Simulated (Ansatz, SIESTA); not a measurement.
**Sn3Te: programs and potentials compared**

```
Te Sn
1.0
    -2.30090    2.30090    5.51649
     2.30090   -2.30090    5.51649
     2.30090    2.30090   -5.51649
Te Sn
1 3
Direct
  0.00135 0.98554 0.99037
  0.48831 0.49512 0.98872
  0.25328 0.75731 0.50223
  0.75787 0.24469 0.49057
```

The cell comes from a database or a generator and needn't be the stable form of this composition.

Atoms were shifted at random by some hundredths of an Å from the given cell, which wasn't relaxed again for these runs.

Alike in all runs: task single point; functional PBEsol; k mesh 8 × 8 × 8; occupations fermi-dirac, width 0.05 eV; no spin polarisation; no spin-orbit coupling. A missing gap at this level doesn't show that the real crystal is a metal. Pressure is positive in compression and, in plane waves, holds the error of the finite cutoff, which Ansatz's Pulay term estimates and takes out.

| program and potentials | plane-wave cutoff (eV) | notes | band gap (eV) | pressure (GPa) | largest force (eV/Å) | energy over the undisturbed cell (meV/atom) |
| --- | --- | --- | --- | --- | --- | --- |
| Ansatz, Ansatz PAW | 420 | potentials made for PBE, which Ansatz adapts in part; Pulay term of +0.03 GPa included | no gap | -2.90 | 0.111 | 2.81 |
| Ansatz, all-electron LAPW, scalar-relativistic | - | - | no gap | -2.89 | 0.111 | - |
| SIESTA, files PseudoDojo sr-pbesol-0.4.1-standard, DZP (energy shift 0.003 Ry; two zetas on semicore shells) | - | atomic basis | no gap | -1.97 | 0.179 | 4.52 |

Force on atom 2 (Sn), eV/Å:

| program and potentials | x | y | z |
| --- | --- | --- | --- |
| Ansatz, Ansatz PAW | -0.056 | 0.059 | 0.076 |
| Ansatz, all-electron LAPW, scalar-relativistic | -0.056 | 0.059 | 0.076 |
| SIESTA, files PseudoDojo sr-pbesol-0.4.1-standard, DZP (energy shift 0.003 Ry; two zetas on semicore shells) | -0.085 | 0.099 | 0.121 |

None finds a gap. The pressure spans -2.90 (Ansatz, Ansatz PAW) to -1.97 GPa (SIESTA, files PseudoDojo sr-pbesol-0.4.1-standard, DZP (energy shift 0.003 Ry; two zetas on semicore shells)), with all-electron results at -2.89. Rows in atomic bases carry the error of their basis and grid, which can be large.

Differences between rows come from potentials, basis sets and numerical settings, since the functional is the same but for its coding. Runs on potential files found faulty are left out.
